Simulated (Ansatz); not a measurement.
SiMo$_{3}$:
```cif
data_Mo6Si2
_chemical_formula_sum 'Si2 Mo6'
_space_group_name_H-M_alt 'Pm-3n'
_space_group_IT_number 223
_space_group_name_Hall '-P 4n 2 3'
_cell_length_a 4.88305
_cell_length_b 4.88305
_cell_length_c 4.88305
_cell_angle_alpha 90.000
_cell_angle_beta 90.000
_cell_angle_gamma 90.000
loop_
_atom_site_label
_atom_site_type_symbol
_atom_site_symmetry_multiplicity
_atom_site_Wyckoff_symbol
_atom_site_fract_x
_atom_site_fract_y
_atom_site_fract_z
_atom_site_occupancy
Si1 Si 2 a 0.00000 0.00000 0.00000 1
Mo1 Mo 6 c 0.00000 0.50000 0.25000 1
```

Relaxed with r²SCAN.

Question: Tabulate the valence density and the electron localisation function along the shortest Mo–Mo contact (2.44 Å), r²SCAN in the plane-wave PAW code Ansatz.

Answer: 

```
distance from Mo (Å)  density (e/Å³)   ELF
--------------------  --------------  ----
0.24                            6.49  0.49
0.37                            6.20  0.66
0.49                            5.26  0.74
0.61                            3.89  0.74
0.73                            2.53  0.67
0.85                            1.51  0.54
0.98                            0.93  0.40
1.10                            0.70  0.33
1.22                            0.64  0.31
1.34                            0.70  0.33
1.46                            0.93  0.40
1.59                            1.51  0.54
1.71                            2.53  0.67
1.83                            3.89  0.74
1.95                            5.26  0.74
2.08                            6.20  0.66
2.20                            6.49  0.49
```

The density is the valence pseudo-density with augmentation charge, so density and ELF within about 1 Å of a nucleus are not all-electron values.

Symmetry was held in the r²SCAN relaxation. The run is not spin-polarised.

Potentials: the later of the program's two PAW sets.
